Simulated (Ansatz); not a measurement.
CsC$_{8}$ in space group P6/mmm (No. 191; C on 6l, C on 2c, Cs on 1b), plane-wave PAW r²SCAN+D4 (Ansatz code), all energies at zero smearing, with the estimated change up to a 700 eV cutoff added, with one set of potentials and settings (totals compare only within such a set). Cell of 9 atoms (8 C, 1 Cs): -7700.408 eV.

| element | reference phase | E (eV/atom) |
|---|---|---|
| C | P6_3/mmc, 4 atoms in the cell | -251.7456 |
| Cs | Im-3m, 1 atoms in the cell | -5685.9439 |

Formation energy per atom, worked out: (-7700.408 − 8×(-251.7456) − 1×(-5685.9439))/9 = -0.055 eV/atom (-5 kJ per mol of atoms), at 0 K, without zero-point energy or fitted corrections.

A made-up cell: these elements were put on the sites of a structure type; the Crystallography Open Database copy checked does not list it. Whether it is the stable phase at ambient conditions was not checked. The r²SCAN+D4 relaxation kept the symmetry of its start; its stability against distortions is not shown here. The references are the lowest solids computed at this level, not always the standard phases. Spin–orbit coupling is left out wherever it is not named.

Potentials: the later of the program's two PAW sets.
